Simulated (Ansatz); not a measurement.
Problem. YTaN$_{3}$ (cubic perovskite, Pm-3m) is relaxed with plane-wave PAW r²SCAN (Ansatz code). What lattice parameters of the conventional cell result?

Solution. a = 4.030 Å.

Problem. Is it a metal or does it have a gap at this level?

Solution. No gap at this level.

The start of the workflow was typed in or built on a structure type; neither database checked (COD, Materials Project) lists it. Its standing as an ambient phase is unchecked. The r²SCAN relaxation kept the symmetry of its start; its stability against distortions is not shown here. No spin polarisation was allowed. With an odd number of electrons in the cell and no spin polarisation, the count alone makes it a metal. Scalar-relativistic: spin–orbit coupling is off unless named, which matters more the heavier the elements.

Potentials: the earlier of the program's two PAW sets.
